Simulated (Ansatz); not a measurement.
**Ti2O3 under pressure**

Computed with DFT r2SCAN, scalar-relativistic, plane waves, PAW in Ansatz. Run with 500 eV cutoff, 12×12×12 k-mesh, Gaussian smearing of 0.10 eV, no spin polarisation.

Starting point, cell and atoms relaxed:

```yaml
crystal:
  lattice:
    - [2.54719, 1.47062, 4.58880]
    - [-2.54719, 1.47062, 4.58880]
    - [0.00000, -2.94125, 4.58880]
  atoms:
    - { symbol: Ti, position: [0.84410, 0.84410, 0.84410] }
    - { symbol: Ti, position: [0.65590, 0.65590, 0.65590] }
    - { symbol: Ti, position: [0.15590, 0.15590, 0.15590] }
    - { symbol: Ti, position: [0.34410, 0.34410, 0.34410] }
    - { symbol: O, position: [0.06452, 0.43548, 0.75000] }
    - { symbol: O, position: [0.75000, 0.06452, 0.43548] }
    - { symbol: O, position: [0.43548, 0.75000, 0.06452] }
    - { symbol: O, position: [0.93548, 0.56452, 0.25000] }
    - { symbol: O, position: [0.25000, 0.93548, 0.56452] }
    - { symbol: O, position: [0.56452, 0.25000, 0.93548] }
```

Cell and atoms are relaxed at each pressure within the symmetry of the start, at zero temperature, so transitions that lower the symmetry aren't seen. The k-mesh given is that at zero pressure and may differ at others. a, b and c are the lengths of the cell vectors above. ΔH is E + PV over the energy at zero pressure.

```
P (GPa) V (Å³/atom) V/V0  a (Å) b (Å) c (Å)  α (°)  β (°)  γ (°)  ΔH (eV/atom)
     -1        10.36  1.004  5.459  5.459  5.459   55.7   55.7   55.7        -0.065
      0        10.31  1.000  5.451  5.451  5.451   55.7   55.7   55.7         0.000
      1            ?      ?      ?      ?      ?      ?      ?      ?             ?
      4            ?      ?      ?      ?      ?      ?      ?      ?             ?
     12         9.84  0.954  5.362  5.362  5.362   55.8   55.8   55.8         0.754
     25         9.44  0.915  5.282  5.282  5.282   55.9   55.9   55.9         1.536
```

Question: What stands in the row for 1 GPa?

Answer: V 10.27 Å³/atom; V/V0 0.996; a 5.443 Å; b 5.443 Å; c 5.443 Å; α 55.7 °; β 55.7 °; γ 55.7 °; ΔH 0.064 eV/atom.

Question: What stands in the row for 4 GPa?

Answer: V 10.15 Å³/atom; V/V0 0.984; a 5.420 Å; b 5.420 Å; c 5.420 Å; α 55.7 °; β 55.7 °; γ 55.7 °; ΔH 0.255 eV/atom.